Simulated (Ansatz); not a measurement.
Sb (A7 type, space group R-3m)

```
CELL_PARAMETERS angstrom
      2.16078     1.24753     3.67966
     -2.16078     1.24753     3.67966
      0.00000    -2.49506     3.67966
ATOMIC_POSITIONS crystal
  Sb 0.23639 0.23639 0.23639
  Sb 0.76361 0.76361 0.76361
```

The slice is a (1 -1 0 2) plane (indices of the conventional cell) through the point (0.236, 0.236, 0.236) (fractional), spanned by u = [1 0 -1] and v = [010] in vectors of this cell: u (4.32 Å) and v (4.45 Å, at 90° to u). It covers one period; positions are fractions (u, v).

The numbers are results of PBE-D3(BJ) (plane waves to 420 eV, PAW, scalar-relativistic; Ansatz, a first-principles code), not measurements. k mesh 13×13×13. These are valence fields of a PAW run, semicore shells included where kept as valence: close to a nucleus they are smooth pseudo fields. Sb was relaxed with its symmetry unable to fall. Spin-orbit coupling is left out, though Sb is heavy. The PAW data are Ansatz's earlier set.

Three fields on this plane, each scaled to ten steps between its own extremes (0 low, 9 high; the total valence density on a logarithmic scale, the potential cut 8 eV below its top; x marks points blanked near nuclei; v = 0 in the bottom row):

Map A
```
|xxxxxxxx8654321111234568xxxxxxx|
|xxxxxxx986543322223345689xxxxxx|
|xxxxxxx986654433334456689xxxxxx|
|xxxxxx98776555444455567789xxxxx|
|xxxxxx98776666666666667789xxxxx|
|xxxx998877777777777777778899xxx|
|xx9988877778889999888777788899x|
|8877777778899xxxxxx998877777778|
|66666677889xxxxxxxxxx9887766666|
|5555566789xxxxxxxxxxxx987665555|
|3344456789xxxxxxxxxxxx987654443|
|223345678xxxxxxxxxxxxxx87654332|
|112234678xxxxxxxxxxxxxx87643221|
|011234578xxxxxxxxxxxxxx87543211|
|000124578xxxxxxxxxxxxxx87542100|
|000123568xxxxxxxxxxxxxx86532100|
|000123468xxxxxxxxxxxxxx86432100|
|0001234578xxxxxxxxxxxx875432100|
|11112345689xxxxxxxxxx9865432111|
|222233456789xxxxxxxx98765433222|
|33333344567889xxxx9887654433333|
|5544444455667888888766554444445|
|6666555445556666666655544555666|
|8877765544444555555444445567778|
|xx9987655443333333333445567899x|
|xxxx987654332222222233456789xxx|
|xxxxxx87643321111112334678xxxxx|
|xxxxxx98654211000011245689xxxxx|
|xxxxxxx875421100001124578xxxxxx|
|xxxxxxx976431100001134679xxxxxx|
|xxxxxxxx8643210000123468xxxxxxx|
|xxxxxxxx8653211001123568xxxxxxx|
```

Map B
```
|xxxxxxxx0257889999887520xxxxxxx|
|xxxxxxx002578888888875200xxxxxx|
|xxxxxxx003567777777765300xxxxxx|
|xxxxxx00145666655666654100xxxxx|
|xxxxxx00245543333334554200xxxxx|
|xxxx000234431000000134432000xxx|
|xx0000233320000000000233320000x|
|0000123431000xxxxxx000134321000|
|22234444200xxxxxxxxxx0024444322|
|5555655300xxxxxxxxxxxx003556555|
|7777765200xxxxxxxxxxxx002567777|
|888876410xxxxxxxxxxxxxx01467888|
|999876400xxxxxxxxxxxxxx00467899|
|999886400xxxxxxxxxxxxxx00468899|
|999986400xxxxxxxxxxxxxx00468999|
|999986410xxxxxxxxxxxxxx01468999|
|999987520xxxxxxxxxxxxxx02578999|
|9999876300xxxxxxxxxxxx003678999|
|99998764200xxxxxxxxxx0024678999|
|888888754100xxxxxxxx00145788888|
|77777776531000xxxx0001356777777|
|5566677765420000000024567776665|
|2234556666654322223456666655432|
|0000235667766555555667766532000|
|xx0000346777777777777776430000x|
|xxxx000356788888888887653000xxx|
|xxxxxx00357889999998875300xxxxx|
|xxxxxx00246889999998864200xxxxx|
|xxxxxxx003678999999876300xxxxxx|
|xxxxxxx003578999999875300xxxxxx|
|xxxxxxxx0257899999987520xxxxxxx|
|xxxxxxxx0257899999987520xxxxxxx|
```

Map C
```
|xxxxxxxx6765422112245676xxxxxxx|
|xxxxxxx567765432234567765xxxxxx|
|xxxxxxx678876544445678876xxxxxx|
|xxxxxx67888776555567788876xxxxx|
|xxxxxx68999876666667899986xxxxx|
|xxxx567999987665566789999765xxx|
|xx5567899987655555567899987655x|
|5556789998765xxxxxx567899987655|
|56677899976xxxxxxxxxx6799987766|
|5566788886xxxxxxxxxxxx688887665|
|4455678876xxxxxxxxxxxx678876554|
|333457776xxxxxxxxxxxxxx67775433|
|122356776xxxxxxxxxxxxxx67765322|
|011246766xxxxxxxxxxxxxx66764211|
|000235666xxxxxxxxxxxxxx66653200|
|000135666xxxxxxxxxxxxxx66653100|
|000124666xxxxxxxxxxxxxx66642100|
|0001245666xxxxxxxxxxxx666542100|
|11112356776xxxxxxxxxx6776532111|
|333233467777xxxxxxxx77776433233|
|55544445677777xxxx7777765444455|
|7776554556777777777777655455677|
|8887765555677888888776555567788|
|7777776655556778877655556677777|
|xx6777765444456666544445677776x|
|xxxx677765433333333334567776xxx|
|xxxxxx67654321111112345676xxxxx|
|xxxxxx66664311000011346666xxxxx|
|xxxxxxx666531000000135666xxxxxx|
|xxxxxxx666542000000245666xxxxxx|
|xxxxxxxx6664210000124666xxxxxxx|
|xxxxxxxx6665321001235666xxxxxxx|
```

### Question
Assign the maps to these fields: electron localisation function (ELF); valence electron density; electrostatic potential energy of an electron, from the cell's mean.

### Answer
A is the valence electron density; B is the electrostatic potential energy of an electron, from the cell's mean; C is the electron localisation function (ELF).
